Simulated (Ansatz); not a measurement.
TeO2 (space group P4_12_12)

```
TeO2
1.0
    4.84471     0.00000     0.00000
    0.00000     4.84471     0.00000
    0.00000     0.00000     7.70365
Te O
4 8
Direct
  0.97008   0.97008   0.50000
  0.52992   0.47008   0.75000
  0.02992   0.02992   0.00000
  0.47008   0.52992   0.25000
  0.73804   0.86112   0.31598
  0.63888   0.23804   0.56598
  0.26196   0.13888   0.81598
  0.36112   0.76196   0.06598
  0.23804   0.63888   0.43402
  0.13888   0.26196   0.18402
  0.76196   0.36112   0.93402
  0.86112   0.73804   0.68402
```

The volume is varied about the relaxed value V₀ at fixed cell shape. The atoms relax within the cell's symmetry.

Level of theory: r2SCAN (plane waves to 500 eV, PAW, scalar-relativistic; Ansatz, an electronic-structure program). k mesh 6×6×4 (Γ-centred), Fermi-Dirac smearing 0.05 eV. Energies are smeared free energies. Spin-orbit coupling is left out, though Te is heavy. TeO2 was relaxed with its symmetry unable to fall. ΔE is measured from the relaxed starting cell.

**Question.** What ΔE (eV/atom) does the calculation give at V/V₀ = 0.900, 0.940, 0.980, 1.020, 1.080?

**Answer.** 
| V/V₀ | ΔE (eV/atom) |
|---|---|
| 0.900 | 0.0254 |
| 0.940 | 0.0081 |
| 0.980 | 0.0008 |
| 1.020 | 0.0007 |
| 1.080 | 0.0095 |

(Under strain, the slope of the energy per volume gives the stress and its curvature an elastic modulus.)
